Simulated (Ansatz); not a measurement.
AlRu (rock salt, Fm-3m) at seven volumes, PBE in the plane-wave PAW code Ansatz, scaled uniformly. One row is withheld.

```json
[
 {"V (Å³/atom)": "14.065", "P (GPa)": "16.60"},
 {"V (Å³/atom)": "14.529", "P (GPa)": "10.17"},
 {"V (Å³/atom)": "14.993", "P (GPa)": "4.68"},
 {"V (Å³/atom)": "15.457", "P (GPa)": "0.00"},
 {"V (Å³/atom)": "15.920", "P (GPa)": "-3.98"},
 {"V (Å³/atom)": "16.384", "P (GPa)": "-7.39"},
 {"V (Å³/atom)": "16.848", "P (GPa)": "?"}
]
```

Q: Fit the shown pressures and predict the withheld one.

A: P = (3/2)B₀(x^(7/2) − x^(5/2))[1 + (3/4)(B′ − 4)(x − 1)] with x = (V₀/V)^(2/3). Least squares on the six rows gives V₀ = 15.457 Å³/atom, B₀ = 144 GPa, B′ = 4.26. At V = 16.848, x = 0.9442 and P = -10.33 GPa. The run itself gave -10.28 GPa.

The start of the workflow was typed in or built on a structure type; neither database checked (COD, Materials Project) lists it. COD files the formula under space group No. 221, so this cell is another polymorph or a model. Its standing as an ambient phase is unchecked. Symmetry was held in the PBE relaxation; its stability against distortions is not shown here. The run is not spin-polarised. Its formation energy is positive at this level, so the cell may be metastable or incomplete.

Potentials: the later of the program's two PAW sets.
